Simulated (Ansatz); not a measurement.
ZrRh (CsCl type, space group No. 221) at seven volumes, DFT-LDA in the program Ansatz with PAW potentials, scaled uniformly. One row is withheld.

```csv
V (Å³/atom),P (GPa)
15.319,?
15.825,13.72
16.330,6.33
16.835,0.00
17.340,-5.38
17.845,-9.96
18.350,-13.86
```

Question: Fit the shown pressures and predict the withheld one.

Answer: P = (3/2)B₀(x^(7/2) − x^(5/2))[1 + (3/4)(B′ − 4)(x − 1)] with x = (V₀/V)^(2/3). Least squares on the six rows gives V₀ = 16.835 Å³/atom, B₀ = 194 GPa, B′ = 4.34. At V = 15.319, x = 1.0649 and P = 22.48 GPa. The run itself gave 22.32 GPa.

Space group Pm-3m (CsCl type). The workflow started from an entry of the Crystallography Open Database (COD), which files this formula under 2 space groups. Whether it is the stable phase at ambient conditions was not checked. Symmetry was held in the LDA relaxation; of distortions, only those at the zone centre were tested. No spin polarisation was allowed.

Potentials: the later of the program's two PAW sets.
